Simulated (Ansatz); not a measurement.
Sb (A7 type, space group R-3m)

Space group R-3m, hexagonal axes (No. 166); a = b = 4.322 Å, c = 11.039 Å, α = β = 90.00°, γ = 120.00°

```json
[
 {"atom": "Sb", "site": "6c", "symmetry": "3m", "x": "0.0000", "y": "0.0000", "z": "0.2364"}
]
```
(The calculation used a cell of 2 atoms; values per cell refer to that cell.)

Two coordinates are scanned: the volume, and the ratio of the stretch along z (the conventional c axis) to the stretch across it. Atoms keep their fractional coordinates.

The numbers are results of PBE-D3(BJ) (plane waves to 420 eV, PAW, scalar-relativistic; Ansatz, a first-principles code), not measurements. k mesh 13×13×13 (Γ-centred), Fermi-Dirac smearing 0.05 eV. Stress and pressure are positive under compression. As the atoms are clamped, bonds stretch with the cell, which overstates energies and stresses. With partly filled bands, the response to shear is sensitive to the k mesh, so small differences along c/a are uncertain. Sb was relaxed with its symmetry unable to fall. Spin-orbit coupling is left out, though Sb is heavy. The PAW data are Ansatz's earlier set. 

Problem. What σzz − σxx (GPa) does the calculation give at all points of the grid V/V₀ = 0.920, 0.947, 0.973, 1.000, 1.027, 1.053, 1.080 by (c/a)/(c/a)₀ = 0.960, 0.973, 0.987, 1.000, 1.013, 1.027, 1.040?

Solution. σzz − σxx (GPa), with V/V₀ across and (c/a)/(c/a)₀ down:

```tsv
(c/a)/(c/a)₀ \ V/V₀	0.920	0.947	0.973	1.000	1.027	1.053	1.080
0.960	0.8	1.2	1.4	1.7	1.9	2.1	2.2
0.973	0.2	0.6	0.9	1.1	1.3	1.5	1.7
0.987	-0.3	0.0	0.3	0.6	0.8	1.0	1.1
1.000	-0.9	-0.5	-0.3	0.0	0.2	0.4	0.6
1.013	-1.3	-1.0	-0.8	-0.5	-0.3	-0.1	0.0
1.027	-1.6	-1.4	-1.2	-1.0	-0.8	-0.6	-0.5
1.040	-1.9	-1.7	-1.5	-1.4	-1.2	-1.0	-0.9
```

(A scan under strain: stresses follow from slopes of the energy per volume, elastic moduli from its curvatures.)
